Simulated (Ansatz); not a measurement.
Input and command of a calculation in Ansatz (plane waves; scalar-relativistic PAW potentials unless the input names others):

```yaml
crystal:
  lattice:
    - [3.9303045471, 0.0, 0.0]
    - [-1.9651522736, 3.4037435824, 0.0]
    - [0.0, 0.0, 10.2167889511]
  atoms:
    - { symbol: Mn, position: [0.3333333333, 0.6666666667, 0.1661244364], spin: 4.49 }
    - { symbol: Mn, position: [0.6666666667, 0.3333333333, 0.8338755636], spin: 4.49 }
    - { symbol: Br, position: [0.0, 0.0, 0.0] }
    - { symbol: Br, position: [0.3333333333, 0.6666666667, 0.7019848203] }
    - { symbol: Br, position: [0.6666666667, 0.3333333333, 0.2980151797] }
kpoints:
  mp_grid: { grid: [12, 12, 4] }
hamiltonian:
  xc: pbesol
scf:
  occupations: { method: gaussian, width: 0.1 }
output:
  forces: true
  eigenvalues: true
  stress: true
magnetization:
  spin_polarized: true
accuracy: low
```

```bash
ansatz run input.yaml --threads 1 --pin off --max-ram 2560MiB --backend cpu --events-out ev --progress --plain --runs-dir out
```

Abridged log:
```
Basis set: ecut = 420 eV, 2723 PW (Γ), exchange–correlation on 54×54×144 points (8 copies of the dense FFT grid, shifted against one another)
Bands: 36, of which v1, the nominal top of the filled ones, is band 26 counted from 1 (25 counted from 0)
Symmetry: 12 space group operations
k-points: 69 of 576
SCF iter   1: F=—  HF=-15952.854778 eV  |F-HF|=—  |Δ(HF+E_count)|=         —  Δρ=7.84e-2 (↑7.25e-2 ↓7.84e-2) dr2=4.58e1  dr2_m=1.00e-1  M=8.899 μB ∫|m|=8.902 μB  β_m=0.30  ethr=3.10e-3  ⟨swp⟩=8.0  Hψ=23713  notcnv=0
Mixer restart at iter 1: flushing history
spin=Collinear: Kerker preconditioning applied to the charge; magnetization (m = ρ↑ − ρ↓) channel mixes plain (no charge-response kernel on spin).
SCF iter   2: F=—  HF=-15950.296880 eV  |F-HF|=—  |Δ(HF+E_count)|=    2.56e0  Δρ=2.81e-2 (↑2.71e-2 ↓2.81e-2) dr2=1.17e1  dr2_m=1.28e-2  M=9.000 μB ∫|m|=9.013 μB  β_m=0.38  ethr=3.10e-3  ⟨swp⟩=3.0  Hψ=11473  notcnv=0  defer=492
SCF iter   3: F=—  HF=-15949.340733 eV  |F-HF|=—  |Δ(HF+E_count)|=   9.56e-1  Δρ=1.12e-2 (↑1.08e-2 ↓1.12e-2) dr2=3.55e0  dr2_m=1.04e-2  M=9.000 μB ∫|m|=9.027 μB  β_m=0.55  ethr=3.10e-3  ⟨swp⟩=3.5  Hψ=10039  notcnv=0  defer=466
SCF iter   4: F=—  HF=-15948.562397 eV  |F-HF|=—  |Δ(HF+E_count)|=   7.78e-1  Δρ=6.68e-3 (↑6.26e-3 ↓6.68e-3) dr2=9.25e-1  dr2_m=1.12e-3  M=9.004 μB ∫|m|=9.048 μB  β_m=0.78  ethr=3.10e-3  ⟨swp⟩=2.8  Hψ=8315  notcnv=0  defer=405
SCF iter   5: F=—  HF=-15948.534937 eV  |F-HF|=—  |Δ(HF+E_count)|=   2.75e-2  Δρ=3.19e-3 (↑3.19e-3 ↓2.22e-3) dr2=4.38e-1  dr2_m=1.21e-3  M=9.010 μB ∫|m|=9.055 μB  β_m=0.89  ethr=1.81e-3  ⟨swp⟩=2.7  Hψ=8114  notcnv=0  defer=400
SCF iter   6: F=—  HF=-15948.459885 eV  |F-HF|=—  |Δ(HF+E_count)|=   7.51e-2  Δρ=3.55e-3 (↑1.83e-3 ↓3.55e-3) dr2=1.27e-1  dr2_m=1.61e-3  M=9.012 μB ∫|m|=9.052 μB  β_m=0.94  ethr=8.59e-4  ⟨swp⟩=2.6  Hψ=6210  notcnv=0  defer=400
SCF iter   7: F=—  HF=-15948.460686 eV  |F-HF|=—  |Δ(HF+E_count)|=   8.01e-4  Δρ=9.40e-4 (↑5.34e-4 ↓9.40e-4) dr2=3.22e-3  dr2_m=3.66e-4  M=9.014 μB ∫|m|=9.047 μB  β_m=0.97  ethr=2.49e-4  ⟨swp⟩=2.4  Hψ=8443  notcnv=0  defer=396
SCF iter   8: F=—  HF=-15948.464765 eV  |F-HF|=—  |Δ(HF+E_count)|=   4.08e-3  Δρ=2.55e-4 (↑2.55e-4 ↓2.46e-4) dr2=3.28e-4  dr2_m=4.47e-5  M=9.014 μB ∫|m|=9.045 μB  β_m=0.99  ethr=6.32e-6  ⟨swp⟩=2.0  Hψ=7519  notcnv=0  defer=396
SCF iter   9: F=—  HF=-15948.465694 eV  |F-HF|=—  |Δ(HF+E_count)|=   9.29e-4  Δρ=8.92e-5 (↑8.92e-5 ↓5.87e-5) dr2=6.60e-5  dr2_m=2.07e-6  M=9.013 μB ∫|m|=9.045 μB  β_m=0.99  ethr=6.43e-7  ⟨swp⟩=2.0  Hψ=7199  notcnv=0  defer=396
SCF iter  10: F=—  HF=-15948.465761 eV  |F-HF|=—  |Δ(HF+E_count)|=   6.74e-5  Δρ=4.75e-5 (↑2.34e-5 ↓4.75e-5) dr2=1.09e-5  dr2_m=3.42e-7  M=9.013 μB ∫|m|=9.045 μB  β_m=1.00  ethr=1.29e-7  ⟨swp⟩=2.0  Hψ=7054  notcnv=0  defer=396
SCF iter  11: F=—  HF=-15948.465763 eV  |F-HF|=—  |Δ(HF+E_count)|=   1.59e-6  Δρ=1.28e-5 (↑1.28e-5 ↓8.13e-6) dr2=5.69e-7  dr2_m=1.94e-8  M=9.013 μB ∫|m|=9.045 μB  β_m=0.99  ethr=2.14e-8  ⟨swp⟩=2.0  Hψ=6977  notcnv=0  defer=396
SCF iter  12: F=—  HF=-15948.465763 eV  |F-HF|=—  |Δ(HF+E_count)|=   2.66e-7  Δρ=8.35e-6 (↑8.35e-6 ↓4.49e-6) dr2=1.62e-7  dr2_m=7.80e-9  M=9.013 μB ∫|m|=9.045 μB  β_m=0.98  ethr=1.12e-9  ⟨swp⟩=2.0  Hψ=8266  notcnv=0  defer=396
SCF iter  13: F=-15948.465763 eV  HF=-15948.465763 eV  |F-HF|=5.62e-8  |Δ(HF+E_count)|=   1.91e-7  Δρ=1.26e-6 (↑1.10e-6 ↓1.26e-6) dr2=9.04e-9  dr2_m=1.40e-10  M=9.013 μB ∫|m|=9.045 μB  ethr=1.96e-10  ⟨swp⟩=10.6  Hψ=26425  notcnv=0
SCF 1 converged in 13 iterations: F = -15948.465763 eV  dr2 = 9.04e-9
SCF converged after 13 iterations
Magnetization: 9.0134 μB (30.0067 up, 20.9933 down)
Absolute magnetization: 9.0443 μB (∫|ρ↑−ρ↓|, with the PAW one-centre terms)
Spin contamination: 0.0671 ħ² per cell (⟨S²⟩ above its minimum at these occupations)
Per-site moments (μB) at R_I (Å): [(4.07116158, 1.08862914), (4.07116158, 1.08862914), (0.07903906, 1.16889601), (0.07185695, 1.08862914), (0.07185695, 1.08862914)]
Free energy (F): -15948.465763 eV
Harris-Foulkes:  -15948.465763 eV  (|F-HF|=5.62e-8)
Internal energy: -15948.453299 eV  (E = F + TS)
E sigma→0 (E₀):  -15948.459531 eV
Entropy (-TS):   -0.012464 eV (-2.493 meV/atom)
Fermi energy:    6.852203 eV
--- Forces (eV/Å), atoms counted from 1 ---
  atom   1  Mn     0.00000000     0.00000000     0.00481867
  atom   2  Mn     0.00000000     0.00000000    -0.00481867
  atom   3  Br     0.00000000     0.00000000     0.00000000
  atom   4  Br     0.00000000     0.00000000     0.27766123
  atom   5  Br     0.00000000     0.00000000    -0.27766123
--- Stress (GPa, compression-positive) ---
       -2.617325       0.000000       0.000000
        0.000000      -2.617325       0.000000
        0.000000       0.000000      -2.109423
  P = ⅓ Tr σ = -2.4480 GPa (-24.480 kbar)
```

Apart from outputs, empty bands and the relaxation, which only the reference makes, the input differs from a reference run on usual settings in accuracy: not typed → "low"; hamiltonian.xc: "pbe" → "pbesol"; basis.ecutwfc: 420 → not typed. The reference, at the same geometry, ended its own course with pressure 0.00 GPa, largest force 0.002 eV/Å, no gap on the mesh. This run converged in 13 SCF iterations with a total energy on another zero, pressure -2.45 GPa, largest force 0.278 eV/Å, no gap on the mesh. Its accuracy level is looser than usual. The Hamiltonian differs as well, so the change in the result can't be put down to that alone.

Moments start parallel, and another magnetic order may lie lower. No Hubbard U is used, which oxides and halides of open 3d shells often need for their gap.

The run took 80 s on 1 thread of Intel(R) Xeon(R) Platinum 8259CL CPU @ 2.50GHz (Skylake/Cascade Lake) (shared host), peak memory 0.78 GiB.